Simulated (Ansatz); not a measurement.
YRh:
```
CELL_PARAMETERS angstrom
      3.41641     0.00000     0.00000
      0.00000     3.41641     0.00000
      0.00000     0.00000     3.41641
ATOMIC_POSITIONS crystal
  Y  0.50000 0.50000 0.50000
  Rh 0.00000 0.00000 0.00000
```

Relaxed with r²SCAN. Special points in fractions of this cell's reciprocal vectors: Γ (0.000, 0.000, 0.000); X (0.000, 0.500, 0.000); M (0.500, 0.500, 0.000); R (0.500, 0.500, 0.500).

Question: List the band energies nearest the Fermi level at these points for the program Ansatz at the r²SCAN level (PAW).

Answer: In eV from the Fermi level; about four levels below and three above (degenerate sets whole), none deeper than 8.9 eV; points with the same levels are listed once.

| k | below | above |
|---|---|---|
| Γ | -4.04 -4.04 -1.82 -1.82 -1.82 | 2.44 2.44 6.15 6.15 6.15 |
| X | -2.47 -2.00 -2.00 -1.50 | 0.42 0.60 2.51 2.51 |
| M | -3.92 -2.79 -2.79 -0.69 | 0.29 1.75 1.75 |
| R | -1.06 -1.06 -1.06 -0.64 -0.64 | 5.22 7.08 7.08 |

Space group Pm-3m (CsCl type). The workflow started from a Materials Project entry (that database holds measured and hypothetical structures alike); the Crystallography Open Database files this formula in space group No. 221, but the cells were not matched. Whether it is the stable phase at ambient conditions was not checked. The cell was relaxed with r²SCAN under the symmetry of its start; its stability against distortions is not shown here. The run is not spin-polarised. Scalar-relativistic: spin–orbit coupling is off unless named, which matters more the heavier the elements.

Potentials: the later of the program's two PAW sets.
